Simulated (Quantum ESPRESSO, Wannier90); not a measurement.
## Wannier functions of ZnS (zinc blende)

```yaml
crystal:
  lattice:
    - [0.00000, 2.69368, 2.69368]
    - [2.69368, 0.00000, 2.69368]
    - [2.69368, 2.69368, 0.00000]
  atoms:
    - { symbol: Zn, position: [0.00000, 0.00000, 0.00000] }
    - { symbol: S, position: [0.75000, 0.75000, 0.75000] }
```

Structure: Materials Project mp-10695, symmetrised, not relaxed again. COD (Crystallography Open Database) has the formula in 4 space groups, this one among them (matched by group alone). Computed values, not measurements, from PBEsol: Quantum ESPRESSO (norm-conserving PseudoDojo potentials, cutoff 68 Ry, no spin polarisation, no spin-orbit coupling) on a Γ-centred 8×8×8 mesh, then Wannier90. Density: 10×10×10 mesh, cold smearing 0.01 Ry.

Functional, cutoff and mesh named above are those of the base row (8×8×8); the first column says what each row takes instead. Model: 9 functions from bands 5-13, start SCDM (isolated) (the valence bands). Energies are relative to the valence-band maximum; the misfit is to pw.x on a path, for all bands of the set. Only the mesh of Bloch states changes. Ω_total can sit in another minimum from row to row; Ω_I of an isolated set cannot.

```
mesh      Ω_I (Å²)  Ω_total (Å²)  rms misfit (meV)  k-points (cost)  rough cost of nscf and overlaps (first row = 1)
--------  --------  ------------  ----------------  ---------------  -----------------------------------------------
3×3×3         5.65          6.43                97               27                                              1.0
4×4×4         6.21          7.01                34               64                                              1.6
5×5×5          ___          7.35                23              125                                                4
7×7×7         6.91          7.68               6.7              343                                               10
8×8×8         7.00          7.76               3.8              512                                               14
10×10×10      7.12          7.87               1.5             1000                                               24
```

What belongs in the gaps?


- 5×5×5, Ω_I (Å²): 6.55
